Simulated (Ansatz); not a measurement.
PtGe (MnP type, space group Pnma)

```
PtGe
1.0
    5.81870     0.00000     0.00000
    0.00000     3.75708     0.00000
    0.00000     0.00000     6.17516
Pt Ge
4 4
Direct
  0.99778   0.25000   0.19239
  0.49778   0.25000   0.30761
  0.00222   0.75000   0.80761
  0.50222   0.75000   0.69239
  0.18633   0.25000   0.58845
  0.68633   0.25000   0.91155
  0.81367   0.75000   0.41155
  0.31367   0.75000   0.08845
```

The slice is a (001) plane (indices of the conventional cell) through the point (0.186, 0.250, 0.588) (fractional), spanned by u = [010] and v = [100] in vectors of this cell: u (3.76 Å) and v (5.82 Å, at 90° to u). It covers one period; positions are fractions (u, v).

The numbers are results of PBE (plane waves to 420 eV, PAW, scalar-relativistic; Ansatz, a quantum-chemistry and plane-wave program), not measurements. k mesh 8×12×8. These are valence fields of a PAW run, semicore shells included where kept as valence: close to a nucleus they are smooth pseudo fields. PtGe is run without spin polarisation. PtGe was relaxed with its symmetry unable to fall. Spin-orbit coupling is left out, though Pt is heavy.

Three fields on this plane, each scaled to ten steps between its own extremes (0 low, 9 high; the total valence density on a logarithmic scale, the potential cut 8 eV below its top; x marks points blanked near nuclei; v = 0 in the bottom row):

Map A
```
|xxxx268862xxx|
|xxx04677640xx|
|xx0356556530x|
|2246654456642|
|7777643346777|
|9887531135788|
|9987520025789|
|9997520025799|
|9998631136899|
|9998520025899|
|9997300003799|
|99850xxxx0589|
|9972xxxxxx279|
|8872xxxxxx278|
|77630xxxx0367|
|234400xx00443|
|xx0242112420x|
|xxx04666640xx|
|xxxx278872xxx|
|xxxx178871xxx|
```

Map B
```
|xxxx654456xxx|
|xxx76555567xx|
|xx7666666667x|
|5555566665555|
|3334567765433|
|1124567765421|
|0023567765320|
|0013567765310|
|0023567765320|
|1124678876421|
|2235789987532|
|33468xxxx8643|
|3457xxxxxx754|
|4457xxxxxx754|
|55579xxxx9755|
|666679xx97666|
|xx7667777667x|
|xxx76555567xx|
|xxxx644446xxx|
|xxxx644446xxx|
```

Map C
```
|xxxx864468xxx|
|xxx89655698xx|
|xx8987667898x|
|7787778877787|
|3345789987543|
|0124799997421|
|0014789987410|
|0014789987410|
|0014799997410|
|0125688886521|
|1235667766532|
|22456xxxx6542|
|2345xxxxxx543|
|3444xxxxxx444|
|66555xxxx5556|
|888756xx65788|
|xx8976666798x|
|xxx88655688xx|
|xxxx854458xxx|
|xxxx863368xxx|
```

### Question
Assign the maps to these fields: electron localisation function (ELF); valence electron density; electrostatic potential energy of an electron, from the cell's mean.

### Answer
A is the electrostatic potential energy of an electron, from the cell's mean; B is the valence electron density; C is the electron localisation function (ELF).
